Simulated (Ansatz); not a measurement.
Ti3Al:
```
CELL_PARAMETERS angstrom
      5.68796     0.00000     0.00000
     -2.84398     4.92592     0.00000
      0.00000     0.00000     4.60689
ATOMIC_POSITIONS crystal
  Ti 0.83038 0.66076 0.25000
  Ti 0.16962 0.33924 0.75000
  Ti 0.16962 0.83038 0.75000
  Ti 0.83038 0.16962 0.25000
  Ti 0.33924 0.16962 0.25000
  Ti 0.66076 0.83038 0.75000
  Al 0.33333 0.66667 0.25000
  Al 0.66667 0.33333 0.75000
```

Relaxed with PBEsol.

Task: Which orbitals make up the states near the Fermi level in PBEsol in the plane-wave PAW code Ansatz?

Result: Within 0.5 eV of the Fermi level: Ti 3d 86 %, Al 3p 6 %. Projections are on Löwdin-orthogonalised atomic valence shells; empty p or d shells of many metals are not among them.

Task: Tabulate the density of states.

Result: States/eV per cell of 8 atoms, in 0.25 eV bins, energy from the Fermi level.

| E (eV) | total | Ti 3d | Al 3p | Ti 4s |
|---|---|---|---|---|
| -7.85 | 0.00 | 0.00 | 0.00 | 0.00 |
| -7.60 | 0.23 | 0.00 | 0.00 | 0.14 |
| -7.35 | 0.50 | 0.01 | 0.01 | 0.30 |
| -7.10 | 0.69 | 0.02 | 0.02 | 0.39 |
| -6.85 | 0.89 | 0.03 | 0.04 | 0.48 |
| -6.60 | 1.17 | 0.05 | 0.07 | 0.59 |
| -6.35 | 1.42 | 0.08 | 0.09 | 0.66 |
| -6.10 | 1.22 | 0.10 | 0.08 | 0.51 |
| -5.85 | 1.53 | 0.18 | 0.12 | 0.53 |
| -5.60 | 2.29 | 0.35 | 0.18 | 0.64 |
| -5.35 | 3.96 | 0.88 | 0.19 | 0.68 |
| -5.10 | 2.01 | 0.73 | 0.08 | 0.16 |
| -4.85 | 0.09 | 0.05 | 0.00 | 0.00 |
| -4.60 | 0.01 | 0.00 | 0.00 | 0.00 |
| -4.35 | 0.25 | 0.02 | 0.07 | 0.12 |
| -4.10 | 0.53 | 0.06 | 0.15 | 0.24 |
| -3.85 | 2.38 | 0.44 | 0.74 | 0.84 |
| -3.60 | 3.33 | 0.80 | 1.03 | 1.01 |
| -3.35 | 3.00 | 1.01 | 0.86 | 0.73 |
| -3.10 | 4.38 | 1.58 | 1.43 | 0.91 |
| -2.85 | 3.10 | 1.20 | 0.99 | 0.61 |
| -2.60 | 2.80 | 1.21 | 0.86 | 0.50 |
| -2.35 | 3.93 | 2.05 | 1.02 | 0.61 |
| -2.10 | 6.36 | 3.51 | 1.48 | 1.07 |
| -1.85 | 8.20 | 5.21 | 1.72 | 1.03 |
| -1.60 | 11.28 | 8.06 | 1.92 | 0.96 |
| -1.35 | 8.44 | 6.00 | 1.81 | 0.36 |
| -1.10 | 6.69 | 4.73 | 1.43 | 0.30 |
| -0.85 | 7.06 | 5.64 | 0.77 | 0.36 |
| -0.60 | 9.06 | 7.71 | 0.56 | 0.41 |
| -0.35 | 14.06 | 12.21 | 0.77 | 0.41 |
| -0.10 | 9.72 | 8.55 | 0.42 | 0.22 |
| 0.15 | 3.10 | 2.54 | 0.29 | 0.07 |
| 0.40 | 9.33 | 7.98 | 0.72 | 0.16 |
| 0.65 | 13.75 | 12.03 | 0.95 | 0.18 |
| 0.90 | 13.21 | 11.83 | 0.74 | 0.12 |
| 1.15 | 5.06 | 4.68 | 0.19 | 0.07 |
| 1.40 | 10.55 | 9.66 | 0.20 | 0.31 |
| 1.65 | 7.92 | 7.22 | 0.13 | 0.17 |
| 1.90 | 8.84 | 8.09 | 0.12 | 0.17 |
| 2.15 | 14.01 | 12.74 | 0.25 | 0.29 |
| 2.40 | 11.94 | 10.68 | 0.18 | 0.33 |
| 2.65 | 13.93 | 13.06 | 0.17 | 0.24 |

Space group P6_3/mmc. The cell was relaxed with PBEsol under the symmetry of its start; of distortions, only those at the zone centre were tested. No spin polarisation was allowed.

Potentials: the later of the program's two PAW sets.
